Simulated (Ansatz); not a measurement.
ZnS (wurtzite)

```xyz
4
Lattice="3.7823 0.0000 0.0000 -1.8912 3.2756 0.0000 0.0000 0.0000 6.2079" Properties=species:S:1:pos:R:3 pbc="T T T"
Zn     1.8912     1.0919     6.2059
Zn     0.0000     2.1837     3.1019
S      1.8912     1.0919     3.8832
S      0.0000     2.1837     0.7792
```

The slice is a (-1 1 0 2) plane (indices of the conventional cell) through the point (0.667, 0.333, 0.625) (fractional), spanned by u = [110] and v = [1 -1 1] in vectors of this cell: u (3.78 Å) and v (9.03 Å, at 90° to u). It covers one period; positions are fractions (u, v).

Level of theory: PBEsol (plane waves to 420 eV, PAW, scalar-relativistic; Ansatz, a first-principles code). k mesh 10×10×6. Inside the PAW spheres the values are not all-electron values, and peaks at nuclei hang on which shells count as valence. The PAW data are Ansatz's earlier set. ZnS was relaxed with its symmetry unable to fall.

Problem. Sketch the electrostatic potential energy of an electron, from the cell's mean on this plane as a map.

Solution. 
```tsv
v \ u	0.00	0.17	0.33	0.50	0.67	0.83
0.96	x	x	5.5	6.5	5.5	x
0.86	3.3	5.4	7.6	8.0	7.6	5.4
0.75	x	3.5	7.1	8.1	7.1	3.5
0.64	x	2.4	7.5	8.1	7.5	2.4
0.54	x	2.2	4.1	0.3	4.1	2.2
0.43	7.7	6.0	x	x	x	6.0
0.32	8.1	7.6	5.6	4.1	5.6	7.6
0.21	7.6	7.9	8.1	8.0	8.1	7.9
0.11	x	4.0	7.0	6.7	7.0	4.0
0.00	x	x	4.7	5.6	4.7	x
```

Values: electrostatic potential energy of an electron, from the cell's mean, in eV. Points within 1 Å of a nucleus are blanked (x), as the pseudised field means little there. Values under 0 eV are set to 0. The zero, the cell's mean, hangs on the PAW cores.
